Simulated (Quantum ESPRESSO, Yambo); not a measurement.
**Quasiparticle gap of CsCl at -3 % isotropic strain**

Space group Pm-3m (No. 221); a = b = c = 3.9435 Å, α = β = γ = 90.00°

```csv
atom,site,symmetry,x,y,z
Cl,1b,m-3m,0.5000,0.5000,0.5000
Cs,1a,m-3m,0.0000,0.0000,0.0000
```

The PBEsol cell relaxed from Materials Project entry mp-22865 was given an isotropic strain of -3 % on all lattice vectors, and the atoms were relaxed again.

Starting point: PBEsol (pw.x of Quantum ESPRESSO, ONCV potentials, scalar-relativistic). G0W0 in Yambo: 4×4×4 Γ-centred k mesh, 124 bands and a 8 Ry block in the screening, 124 bands in G with the Bruneval-Gonze terminator, plasmon pole fitted at 27.2 eV.

| Quantity | Value |
|---|---|
| PBEsol gap along the band path | 5.08 eV |
| PBEsol gap between the mesh's edge points (Γ → Γ) | 5.08 eV |
| G0W0 gap between the same points | 7.65 eV |

| k point | band | E PBEsol (eV) | E QP (eV) | shift (eV) | Z |
|---|---|---|---|---|---|
| Γ | VB | 0.00 | -1.79 | -1.79 | 0.81 |
| Γ | CB | 5.08 | 5.87 | 0.79 | 0.86 |
| M | VB | -0.17 | -1.98 | -1.81 | 0.81 |
| M | CB | 5.90 | 6.75 | 0.85 | 0.86 |
| R | VB | -1.52 | -3.45 | -1.92 | 0.81 |
| R | CB | 9.03 | 9.98 | 0.95 | 0.84 |

Energies count from the PBEsol valence-band maximum.

Convergence of the G0W0 settings was not tested.
